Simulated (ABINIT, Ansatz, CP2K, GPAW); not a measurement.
MnPt2: 4 runs at one level of theory

```
Pt Mn
1.0
     2.85840    0.00000    0.00000
    -1.42920    2.47545    0.00000
     0.00000    0.00000    6.53250
Pt Mn
2 1
Cartesian
  1.4292 0.8252 2.0656
  0.0000 1.6503 4.4669
  0.0000 0.0000 0.0000
```

The cell comes from a database or a generator and needn't be the stable form of this composition.

Alike in all runs: task single point; functional PBEsol; k mesh 11 × 11 × 4; occupations fermi-dirac, width 0.05 eV; collinear spin, ferromagnetic start; no spin-orbit coupling. Pressure is positive in compression and, in plane waves, holds the error of the finite cutoff.

| program and potentials | plane-wave cutoff (eV) | notes | pressure (GPa) | net moment per atom (μB) | largest force (eV/Å) |
| --- | --- | --- | --- | --- | --- |
| GPAW, PAW data sets generated for this functional | 600 | 15.67 valence electrons an atom on average | -8.86 | 1.49 | 0.084 |
| CP2K, GTH_POTENTIALS Pt GTH-PBE-q18, Mn GTH-PBE-q15; TZVP-MOLOPT-SR-GTH basis | - | atomic basis; potentials made for PBE; 17 valence electrons an atom on average | -8.30 | 1.55 | 0.117 |
| Ansatz, all-electron LAPW, scalar-relativistic | - | - | -9.19 | 1.50 | 0.027 |
| ABINIT, JTH PAW PBE v2.0 | 707 | potentials made for PBE; 11.67 valence electrons an atom on average | -8.43 | 1.51 | 0.040 |

Force on atom 1 (Pt), eV/Å:

| program and potentials | x | y | z |
| --- | --- | --- | --- |
| GPAW, PAW data sets generated for this functional | 0.000 | 0.000 | 0.084 |
| CP2K, GTH_POTENTIALS Pt GTH-PBE-q18, Mn GTH-PBE-q15; TZVP-MOLOPT-SR-GTH basis | 0.000 | 0.000 | 0.117 |
| Ansatz, all-electron LAPW, scalar-relativistic | 0.000 | 0.000 | 0.027 |
| ABINIT, JTH PAW PBE v2.0 | 0.000 | 0.000 | 0.040 |

The pressure spans -9.19 (Ansatz, all-electron LAPW, scalar-relativistic) to -8.30 GPa (CP2K, GTH_POTENTIALS Pt GTH-PBE-q18, Mn GTH-PBE-q15; TZVP-MOLOPT-SR-GTH basis), with all-electron results at -9.19. The net moment per atom spans 1.49 (GPAW, PAW data sets generated for this functional) to 1.55 μB (CP2K, GTH_POTENTIALS Pt GTH-PBE-q18, Mn GTH-PBE-q15; TZVP-MOLOPT-SR-GTH basis), with all-electron results at 1.50. The state is the one that the start led to, which needn't be the lowest. Rows in atomic bases carry the error of their basis and grid, which can be large.

Differences between rows come from potentials, basis sets and numerical settings, since the functional is the same but for its coding. Runs on potential files found faulty are left out.
